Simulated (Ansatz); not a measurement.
# Structures of TeAs: which is lowest?

Plane-wave DFT in Ansatz with scalar-relativistic PAW potentials, cutoff 500 eV, Γ-centred meshes chosen by cell and gap, Gaussian smearing with energies taken to zero width. Every cell was relaxed (cell and atoms) in a run of its own, within the symmetry of its start. Functional: r2SCAN.

Relaxed structures (starts from databases or built by putting these elements on another compound's sites):
A. Fm-3m, 2 atoms in the computed cell, a = 5.904 Å; sites (symmetry × multiplicity) Te m-3m × 4, As m-3m × 4; start: database
B. Pm-3m, 2 atoms in the computed cell, a = 3.607 Å; sites (symmetry × multiplicity) Te m-3m × 1, As m-3m × 1; start: built

Q: Rank them by energy. Could pressure change the order?

A:
| structure | group | E − E(lowest) (meV/atom) | V (Å³/atom) | gap on mesh (eV) |
| --- | --- | --- | --- | --- |
| A | Fm-3m | 0.0 | 25.73 | 0.00 |
| B | Pm-3m | 409 | 23.46 | 0.00 |

A is lowest, 409 meV/atom under B. B is denser by 2.27 Å³/atom, so pressure favours it: ΔE/ΔV, with ΔE in eV and 1 eV/Å³ = 160.2 GPa, gives about 29 GPa for equal enthalpy if both cells were rigid; at such pressures compression changes ΔV much, so this is a scale only. Other structures may lie lower than all of these, and vibrations aren't counted.

Spin-orbit coupling is left out, which matters for the bands of heavy elements.